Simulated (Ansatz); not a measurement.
## BeS: computed property card

BeS:
```
CELL_PARAMETERS angstrom
      3.27126     0.00000     0.00000
     -1.63563     2.83299     0.00000
      0.00000     0.00000     5.20688
ATOMIC_POSITIONS crystal
  Be 0.00000 0.00000 0.00000
  Be 0.00000 0.00000 0.50000
  S  0.33333 0.66667 0.25000
  S  0.66667 0.33333 0.75000
```

Space group P6_3/mmc (No. 194), NiAs type; conventional cell a = 3.271 Å, b = 3.271 Å, c = 5.207 Å, α = 90.00°, β = 90.00°, γ = 120.00°.

Method: the program Ansatz at the PBEsol level (PAW). Structure relaxed to zero pressure with the same functional. Other levels are named where they apply.

### Cell and energy

```json
{
 "volume_per_atom": "12.06 Å³",
 "density": "2.83 g/cm³",
 "Formation energy from the elements (no fitted shifts)": "-0.65 eV/atom"
}
```

### Electronic structure

```json
{
  "band_gap": "1.39 eV (indirect)",
  "valence_band_maximum": "at Γ",
  "conduction_band_minimum": "at K (2 equivalent valleys)",
  "smallest_direct_gap_on_the_standard_path": "3.39 eV",
  "electron_effective_mass": "0.35, 0.60, 0.60 mₑ (principal values)",
  "hole_effective_mass": "0.19, 4.0, 4.0 mₑ (principal values)",
  "HSE06 gap on the PBEsol cell": "2.24 eV"
}
```

### Mechanics

```json
{
  "Bulk modulus (Birch–Murnaghan fit)": "115 GPa",
  "Pressure derivative B′": "3.8",
  "Elastic constants (relaxed ions, GPa)": "C11 = 206, C12 = 93.6, C13 = 46.2, C33 = 250, C44 = 22.9",
  "mechanical_stability": "stable (all eigenvalues of C positive)",
  "hill_bulk_and_shear_moduli": "115 and 44.9 GPa",
  "Young's modulus": "119 GPa",
  "Poisson's ratio": "0.33",
  "debye_temperature_from_the_elastic_constants": "580 K"
}
```

### Dielectric response

```json
{
  "Electronic dielectric constant ε∞ (DFPT)": "9.00 (xx = yy), 9.93 (zz)",
  "Born charges (a third of the trace)": "Be +2.70, S -2.70 e"
}
```

### Phonons

```json
{
  "Highest zone-centre frequency (without LO–TO term)": "595 cm^-1",
  "zone_centre_stability": "unstable, softest mode 177i cm⁻¹",
  "dynamical_stability_on_the_path": "unstable, down to 177i cm⁻¹"
}
```

This is a known high-pressure phase of the composition, computed here at zero pressure and temperature. The cell was relaxed with PBEsol under the symmetry of its start. The references are the lowest solids computed at this level, not always the standard phases.

Potentials: the later of the program's two PAW sets.
